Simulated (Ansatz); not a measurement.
Crystals of one structure type (zinc blende) and one family of elements, relaxed and computed with plane-wave PAW PBE (Ansatz code).

| crystal | V (Å³/atom) | B₀ by P(V) fit (GPa) |
|---|---|---|
| BN | 5.95 | 371 |
| BP | 11.76 | 162 |
| BAs | 13.90 | 131 |
| GaP | 20.86 | ? |
| AlP | 20.88 | 82.5 |
| AlAs | 23.50 | 67.1 |
| InP | 26.45 | 59.2 |

Fit a straight line to ln B₀ against ln V and predict the withheld value.

Least squares on the 6 shown rows: ln B₀ = -1.23 × ln V + (8.115), with a scatter of 2 %. For GaP this gives 79.7. The run itself gave 76.6, outside the scatter: the line misses something about this case.

All cells were relaxed under the symmetry of their starts (and spin orders); stability against distortions was not tested throughout. Scalar-relativistic: spin–orbit coupling is off unless named, which matters more the heavier the elements.

Potentials: the later of the program's two PAW sets.
